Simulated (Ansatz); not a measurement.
Input, command and steps of an Ansatz relaxation.

```yaml
crystal:
  lattice:
    - [4.2071172852, 0.0, 0.0]
    - [-2.1035586426, 3.6434704457, 0.0]
    - [0.0, 0.0, 6.5455911062]
  atoms:
    - { symbol: Li, position: [0.3333333333, 0.6666666667, 0.245] }
    - { symbol: Li, position: [0.6666666667, 0.3333333333, 0.755] }
    - { symbol: Se, position: [0.0, 0.0, 0.0] }
    - { symbol: Se, position: [0.3333333333, 0.6666666667, 0.645] }
    - { symbol: Se, position: [0.6666666667, 0.3333333333, 0.355] }
basis:
  ecutwfc: 420
kpoints:
  mp_grid: { grid: [6, 6, 4] }
hamiltonian:
  xc: pbe
scf:
  occupations: { method: gaussian, width: 0.1 }
  lower_state_search: "off"
output:
  forces: true
  stress: true
  eigenvalues: true
relax:
  adjacent_minimum: "off"
  f_tol: 0.04
  max_steps: 70
  cell: { stress_tol: 0.4 }
```

```bash
ansatz run input.yaml --threads 1 --pin off --max-ram 2560MiB --backend cpu --events-out ev --progress --plain --runs-dir out
```

Computed with DFT PBE, scalar-relativistic, plane waves, PAW (Ansatz).

Of 18 frames 10 are shown, positions in Å and forces in eV/Å; the SCF threshold varies from step to step. Steps run on the plane waves of an earlier cell, with a Pulay correction in the pressure. The basis is chosen afresh for the last frame, the zero of the energies, and at times for earlier ones too; energy and pressure step there, also at an unchanged geometry.

```xyz
5
Lattice="4.2071 0.0000 0.0000 -2.1036 3.6435 0.0000 0.0000 0.0000 6.5456" Properties=species:S:1:pos:R:3:forces:R:3 pbc="T T T" step=1 free_energy_over_end_meV_per_atom=190.98 pressure_GPa=-0.69
Li    0.0000    2.4290    1.6037    0.0000    0.0000   -0.5811
Li    2.1036    1.2145    4.9419    0.0000    0.0000    0.5811
Se    0.0000    0.0000    0.0000    0.0000    0.0000    0.0000
Se    0.0000    2.4290    4.2219    0.0000    0.0000    0.5732
Se    2.1036    1.2145    2.3237    0.0000    0.0000   -0.5732
5
Lattice="4.2410 0.0000 0.0000 -2.1205 3.6728 0.0000 0.0000 0.0000 6.0958" Properties=species:S:1:pos:R:3:forces:R:3 pbc="T T T" step=3 free_energy_over_end_meV_per_atom=137.00 pressure_GPa=0.69
Li    0.0000    2.4486    1.2803    0.0000    0.0000   -0.1121
Li    2.1205    1.2243    4.8156    0.0000    0.0000    0.1121
Se    0.0000    0.0000    0.0000    0.0000    0.0000    0.0000
Se    0.0000    2.4486    4.0667    0.0000    0.0000   -0.2176
Se    2.1205    1.2243    2.0291    0.0000    0.0000    0.2176
5
Lattice="4.3493 0.0000 0.0000 -2.1747 3.7666 0.0000 0.0000 0.0000 5.7992" Properties=species:S:1:pos:R:3:forces:R:3 pbc="T T T" step=5 free_energy_over_end_meV_per_atom=122.49 pressure_GPa=0.31
Li    0.0000    2.5111    1.0421    0.0000    0.0000   -0.0065
Li    2.1747    1.2555    4.7571    0.0000    0.0000    0.0065
Se    0.0000    0.0000    0.0000    0.0000    0.0000    0.0000
Se    0.0000    2.5111    3.7888    0.0000    0.0000   -0.0464
Se    2.1747    1.2555    2.0103    0.0000    0.0000    0.0464
5
Lattice="4.4397 0.0000 0.0000 -2.2198 3.8449 0.0000 0.0000 0.0000 5.5964" Properties=species:S:1:pos:R:3:forces:R:3 pbc="T T T" step=7 free_energy_over_end_meV_per_atom=120.39 pressure_GPa=-0.05
Li    0.0000    2.5633    0.9363    0.0000    0.0000    0.0065
Li    2.2198    1.2816    4.6601    0.0000    0.0000   -0.0065
Se    0.0000    0.0000    0.0000    0.0000    0.0000    0.0000
Se    0.0000    2.5633    3.6188    0.0000    0.0000   -0.0500
Se    2.2198    1.2816    1.9776    0.0000    0.0000    0.0500
5
Lattice="4.5071 0.0000 0.0000 -2.2536 3.9033 0.0000 0.0000 0.0000 5.4887" Properties=species:S:1:pos:R:3:forces:R:3 pbc="T T T" step=9 free_energy_over_end_meV_per_atom=119.32 pressure_GPa=-0.47
Li    0.0000    2.6022    0.8723    0.0000    0.0000   -0.0903
Li    2.2536    1.3011    4.6164    0.0000    0.0000    0.0903
Se    0.0000    0.0000    0.0000    0.0000    0.0000    0.0000
Se    0.0000    2.6022    3.4673    0.0000    0.0000   -0.0117
Se    2.2536    1.3011    2.0213    0.0000    0.0000    0.0117
5
Lattice="4.4833 0.0000 0.0000 -2.2416 3.8826 0.0000 0.0000 0.0000 5.5707" Properties=species:S:1:pos:R:3:forces:R:3 pbc="T T T" step=10 free_energy_over_end_meV_per_atom=117.43 pressure_GPa=-0.60
Li    0.0000    2.5884    0.8750    0.0000    0.0000   -0.0691
Li    2.2416    1.2942    4.6957    0.0000    0.0000    0.0691
Se    0.0000    0.0000    0.0000    0.0000    0.0000    0.0000
Se    0.0000    2.5884    3.4955    0.0000    0.0000   -0.0598
Se    2.2416    1.2942    2.0752    0.0000    0.0000    0.0598
5
Lattice="4.4069 0.0000 0.0000 -2.2034 3.8165 0.0000 0.0000 0.0000 5.7450" Properties=species:S:1:pos:R:3:forces:R:3 pbc="T T T" step=12 free_energy_over_end_meV_per_atom=51.98 pressure_GPa=1.43
Li    0.0000    2.5443    0.7906    0.0000    0.0000   -0.3167
Li    2.2034    1.2722    4.9544    0.0000    0.0000    0.3167
Se    0.0000    0.0000    0.0000    0.0000    0.0000    0.0000
Se    0.0000    2.5443    3.3020    0.0000    0.0000   -0.1504
Se    2.2034    1.2722    2.4430    0.0000    0.0000    0.1504
5
Lattice="4.3650 0.0000 0.0000 -2.1825 3.7802 0.0000 0.0000 0.0000 6.3791" Properties=species:S:1:pos:R:3:forces:R:3 pbc="T T T" step=14 free_energy_over_end_meV_per_atom=8.39 pressure_GPa=-0.29
Li    0.0000    2.5202    0.6869    0.0000    0.0000    0.1149
Li    2.1825    1.2601    5.6922    0.0000    0.0000   -0.1149
Se    0.0000    0.0000    0.0000    0.0000    0.0000    0.0000
Se    0.0000    2.5202    3.5595    0.0000    0.0000   -0.1509
Se    2.1825    1.2601    2.8196    0.0000    0.0000    0.1509
5
Lattice="4.2983 0.0000 0.0000 -2.1492 3.7224 0.0000 0.0000 0.0000 6.7807" Properties=species:S:1:pos:R:3:forces:R:3 pbc="T T T" step=16 free_energy_over_end_meV_per_atom=0.20 pressure_GPa=0.09
Li    0.0000    2.4816    0.8123    0.0000    0.0000   -0.0281
Li    2.1492    1.2408    5.9684    0.0000    0.0000    0.0281
Se    0.0000    0.0000    0.0000    0.0000    0.0000    0.0000
Se    0.0000    2.4816    3.7483    0.0000    0.0000    0.0864
Se    2.1492    1.2408    3.0325    0.0000    0.0000   -0.0864
5
Lattice="4.2977 0.0000 0.0000 -2.1489 3.7220 0.0000 0.0000 0.0000 6.7888" Properties=species:S:1:pos:R:3:forces:R:3 pbc="T T T" step=18 free_energy_over_end_meV_per_atom=0.00 pressure_GPa=-0.04
Li    0.0000    2.4813    0.8084    0.0000    0.0000   -0.0124
Li    2.1489    1.2407    5.9804    0.0000    0.0000    0.0124
Se    0.0000    0.0000    0.0000    0.0000    0.0000    0.0000
Se    0.0000    2.4813    3.7633    0.0000    0.0000   -0.0389
Se    2.1489    1.2407    3.0255    0.0000    0.0000    0.0389
```

The start puts this composition into another compound's structure type, which needn't suit it. At the end the space group is P-3m1 (tolerance 0.05 Å).

Time: 85 s on 1 thread of Arm Neoverse V2, with other jobs on the host, peak memory 0.39 GiB.

The k mesh is coarse.